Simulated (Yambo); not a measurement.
A G0W0@PBEsol run in Yambo for PdZnF6 (space group R-3, No. 148) (4×4×4 Γ-centred k mesh, bands 9 to 161 and a 7 Ry block in the screening, 161 bands in G with the Bruneval-Gonze terminator, plasmon pole fitted at 27.2 eV) gives these matrix elements, in eV, at the band edges (F → F):

```tsv
state	E0	<Vxc>	<Σx>	<Σc(E0)>	Z
valence edge	0.000	-24.852	-32.300	6.019	0.776
conduction edge	1.629	-24.468	-20.622	-2.248	0.786
```

Solve the linearised quasiparticle equation for both states, give the gap, and say how exchange and correlation each act on it.

E = E0 + Z(Σx + Σc − Vxc). Valence: 0.000 + 0.776 × (-32.300 + (6.019) − (-24.852)) = -1.11 eV. Conduction: 1.629 + 0.786 × (-20.622 + (-2.248) − (-24.468)) = 2.88 eV. The gap is 3.99 eV, against 1.63 eV in PBEsol. Replacing Vxc by bare exchange alone would open it by 11.29 eV; correlation takes back 8.27 eV of that, and Z scales what is left. Nearest settings tried, and what they do to the gap: 112 bands in G: +3 meV; 3 Ry block (65 vectors against 205): +306 meV; 2×2×2 mesh: -23 meV. Not varied: bands in W. So the settings aren't converged at that level. Oxides, nitrides and fluorides with a shallow 3d shell are known to need far more bands and larger blocks. Spin-orbit splittings are left out.

Geometry of the Materials Project entry, not relaxed at this level; primitive cell a = 5.374 Å, b = 5.374 Å, c = 5.374 Å, α = 54.69°, β = 54.69°, γ = 54.69°.
